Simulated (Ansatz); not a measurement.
Ansatz input

```yaml
crystal:
  lattice:
    - [0.0, 2.3232686973, 2.3232686973]
    - [2.3232686973, 0.0, 2.3232686973]
    - [2.3232686973, 2.3232686973, 0.0]
  atoms:
    - { symbol: Lu, position: [0.0, 0.0, 0.0] }
hamiltonian:
  xc: pbesol
  pseudopotentials:
    kind: paw
    azcp:
      Lu: "pseudopotentials/Lu.paw.azcp"
basis:
  ecutwfc: 420
  fft_grid_basis: typed
kpoints:
  mp_grid: { grid: [13, 13, 13], shift: [0, 0, 0] }
magnetization:
  spin_polarized: false
scf:
  occupations: { method: fermi_dirac, width: 0.1 }
  lower_state_search: "off"
output:
  stress: true
```

Terminal output

```
Warning: the record states the generating functional pbe (its physics header spells it `PBE`), which answers neither for hamiltonian.xc's functional nor for the pbesol family's — results may be inconsistent (PPs are generated against a specific XC)
Engine: ansatz 0.2.0, x86_64-unknown-linux-gnu
Pseudopotentials: kind: paw
Pseudopotential: Lu, paw, valence charge 25, recommended cutoff 420 eV (normal) 
Functional definition: PBEsol
  exchange = pbesol_x
  correlation = pbesol_c
Crystal: 1 atoms, lattice volume = 25.080 Å³
Basis set: ecut = 420 eV, 531 PW (Γ)
Bands: 17, of which v1, the nominal top of the filled ones, is band 13 counted from 1 (12 counted from 0)
Symmetry: 48 space group operations
Space group: Fm-3m (ITA 225), of the structure as read, at distance tolerance 2.9e-5 Å
k-points: 84 of 2197
Non-local potential: Lu, projectors of the file, l = 0: 3, l = 1: 2, l = 2: 2, l = 3: 3
PAW form: soft (Blöchl's): semilocal exchange-correlation on the pseudo side does not see the compensation charge
PAW frozen core: Lu, regenerated for the run's functional, and the local potential with it (the file was generated under x = pbe(κ = 0.804, μ = 0.2195149727645171), c = pbe(β = 0.06672455060314922))
PAW one-centre angular grid: Lu, 590 points (default); XC on 64 Gauss nodes
Initial density: superposition of atomic densities (neutral atoms: chi_scale 0, normalization atom), corrected by the library's trained network
Initial wavefunctions: pseudopotential atomic-orbital guess
Functional: x = pbesol(κ = 0.804, μ = 0.12345679012345678), c = pbesol(β = 0.046)
SCF iter   1: F=—  HF=-14611.446989 eV  |F-HF|=—  |Δ(HF+E_count)|=         —  Δρ=3.05e-3  dr2=1.61e-3  ethr=1.77e-3  ⟨swp⟩=5.6  Hψ=8200  notcnv=0
SCF iter   2: F=—  HF=-14611.443457 eV  |F-HF|=—  |Δ(HF+E_count)|=   3.53e-3  Δρ=1.72e-3  dr2=5.36e-4  ethr=6.45e-6  ⟨swp⟩=3.5  Hψ=4145  notcnv=0
SCF iter   3: F=—  HF=-14611.443487 eV  |F-HF|=—  |Δ(HF+E_count)|=   3.00e-5  Δρ=8.84e-4  dr2=7.43e-5  ethr=2.14e-6  ⟨swp⟩=3.2  Hψ=3117  notcnv=0
SCF iter   4: F=—  HF=-14611.443323 eV  |F-HF|=—  |Δ(HF+E_count)|=   1.65e-4  Δρ=4.35e-4  dr2=2.22e-5  ethr=2.97e-7  ⟨swp⟩=3.6  Hψ=3527  notcnv=0
SCF iter   5: F=—  HF=-14611.443344 eV  |F-HF|=—  |Δ(HF+E_count)|=   2.07e-5  Δρ=5.01e-5  dr2=5.39e-7  ethr=8.88e-8  ⟨swp⟩=3.3  Hψ=3156  notcnv=0
SCF iter   6: F=—  HF=-14611.443336 eV  |F-HF|=—  |Δ(HF+E_count)|=   7.63e-6  Δρ=4.40e-5  dr2=2.33e-7  ethr=1.00e-12  ⟨swp⟩=8.6  Hψ=14504  notcnv=0
SCF iter   7: F=—  HF=-14611.443334 eV  |F-HF|=—  |Δ(HF+E_count)|=   1.78e-6  Δρ=7.53e-6  dr2=9.16e-9  ethr=4.00e-10  ⟨swp⟩=5.1  Hψ=8896  notcnv=0
SCF iter   8: F=-14611.443334 eV  HF=-14611.443334 eV  |F-HF|=8.45e-9  |Δ(HF+E_count)|=   3.88e-8  Δρ=1.39e-6  dr2=3.53e-10  ethr=3.66e-11  ⟨swp⟩=6.1  Hψ=6385  notcnv=0
SCF 1 converged in 8 iterations: F = -14611.443334 eV  dr2 = 3.53e-10
SCF converged after 8 iterations
Free energy (F): -14611.443334 eV
Harris-Foulkes:  -14611.443334 eV  (|F-HF|=8.45e-9)
Internal energy: -14611.405475 eV  (E = F + TS)
E sigma→0 (E₀):  -14611.424404 eV
Entropy (-TS):   -0.037860 eV (-37.860 meV/atom)
Fermi energy:    16.097949 eV
--- Per-component energies (eV) ---
  E_band       = 61.312139
  E_kinetic    = 422.276359
  E_local      = -6375.009940  (includes V_loc(G=0)·N_el)
  E_nonlocal   = 582.282098
  E_hartree    = 2671.488816
  E_xc         = -217.420868
  E_vxc        = -258.763610  (∫ρ·V_xc dr)
  E_paw        = -7256.053726  (= ΣΔE_a)
  E_vpaw       = 347.551216  (= ΣTr[D̂ρ^β])
  E_aug_tail   = 0.000030  (compensation charges beyond the density's cutoff)
  E_ewald      = -4440.160411
  E_core_change = 1.192168  (= ΣΔE_core)
  E_smearing   = -0.037860  (= −TS)
  E_closure    = -0.000000  (closes the sum)
  Σ components = -14611.443334   (vs F -14611.443334, Δ=0.00e0)
--- Stress (GPa, compression-positive) ---
        4.421861      -0.000000       0.000000
       -0.000000       4.421861       0.000000
       -0.000000      -0.000000       4.421861
  P = ⅓ Tr σ = 4.4219 GPa (44.219 kbar)
```
